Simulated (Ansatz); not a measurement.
CuI:
```xyz
6
Lattice="4.2631 0.0000 0.0000 -2.1316 3.6920 0.0000 0.0000 0.0000 9.8409" Properties=species:S:1:pos:R:3 pbc="T T T"
Cu     2.1316     0.0000     4.9205
Cu    -1.0658     1.8460     1.6402
Cu     1.0658     1.8460     8.2008
I      2.1314     0.0001     0.0000
I      3.1973     1.8458     6.5606
I      1.0656     1.8459     3.2803
```

Relaxed with HSE06. Special points in fractions of this cell's reciprocal vectors: Γ (0.000, 0.000, 0.000); M (0.500, 0.000, 0.000); K (0.333, 0.333, 0.000); A (0.000, 0.000, 0.500); L (0.500, 0.000, 0.500); H (0.333, 0.333, 0.500).

Problem. List the band energies nearest the valence-band maximum at these points for plane-wave PAW HSE06 (Ansatz code).

Solution. In eV from the valence-band maximum; about four levels below and three above (degenerate sets whole), none deeper than 8.9 eV; points with the same levels are listed once.

| k | below | above |
|---|---|---|
| Γ | -1.33 -0.57 -0.57 -0.57 | 1.97 3.98 3.98 |
| M | -1.77 -1.53 -1.31 -1.18 | 2.90 3.55 3.70 |
| K | -2.05 -2.05 -1.89 -1.34 -1.34 | 2.95 4.05 4.05 |
| A | -1.34 -1.34 -1.27 0.00 | 3.23 3.23 3.94 |
| L | -1.58 -1.57 -1.35 -1.30 | 2.70 3.60 4.05 |
| H | -2.13 -2.13 -1.69 -0.79 | 3.98 4.21 4.21 |

Space group P6_222. A made-up cell: these elements were put on the sites of a structure type; neither database checked (COD, Materials Project) lists it. It is not the phase usual at ambient conditions (space group No. 216). Symmetry was held in the HSE06 relaxation; its stability against distortions is not shown here. No spin polarisation was allowed. The hybrid was solved on a coarse mesh, the path and, where they were found, the r²SCAN edge points; its band edges are the extreme levels among these. Spin–orbit coupling is left out wherever it is not named.

Potentials: the later of the program's two PAW sets.
